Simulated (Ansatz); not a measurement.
Relaxed-ion elastic tensor of Cs₂KInCl₆ in space group Fm-3m (No. 225; K on 4b, Cs on 8c, In on 4a, Cl on 24e) in GPa (Voigt order), the program Ansatz at the PBEsol level (PAW); density 3.25 g/cm³, 32.28 Å³ per atom.

```
42.5   6.9   6.9   0.0   0.0   0.0
 6.9  42.5   6.9   0.0   0.0   0.0
 6.9   6.9  42.5   0.0   0.0   0.0
 0.0   0.0   0.0   3.1   0.0   0.0
 0.0   0.0   0.0   0.0   3.1   0.0
 0.0   0.0   0.0   0.0   0.0   3.1
```

**Question.** Is the crystal mechanically stable?

**Answer.** Yes: the smallest eigenvalue of C is 3.1 GPa.

**Question.** Work out the Voigt, Reuss and Hill averages.

**Answer.** K_V = 18.7, K_R = 18.7, K_H = 18.7; G_V = 9.0, G_R = 4.6, G_H = 6.8 GPa.

**Question.** Give Young's modulus, Poisson's ratio, Pugh's ratio and the universal anisotropy index.

**Answer.** E = 9KG/(3K + G) = 18.2 GPa; ν = 0.34; K/G = 2.76 (ductile by the Pugh limit of 1.75); A_U = 5G_V/G_R + K_V/K_R − 6 = 4.75.

**Question.** Estimate the sound speeds and the Debye temperature.

**Answer.** v_l = √((K + 4G/3)/ρ) = 2920 m/s, v_t = √(G/ρ) = 1440 m/s, mean 1620 m/s; Θ = (h/k)(3n/4πV)^(1/3) v_m = 152 K.

**Question.** Give the Zener ratio and Young's modulus along [100], [110] and [111].

**Answer.** A = 2C44/(C11 − C12) = 0.17; 1/E = S11 − 2(S11 − S12 − S44/2)Γ with Γ = 0, 1/4, 1/3 gives 40.5, 10.9, 8.7 GPa.

The first step of the workflow began from a Materials Project structure, measured or hypothetical; the Crystallography Open Database copy checked does not list it. Whether it is the stable phase at ambient conditions was not checked. The cell was relaxed with PBEsol under the symmetry of its start; its stability against distortions is not shown here. Spin–orbit coupling is left out wherever it is not named.

Potentials: the later of the program's two PAW sets.
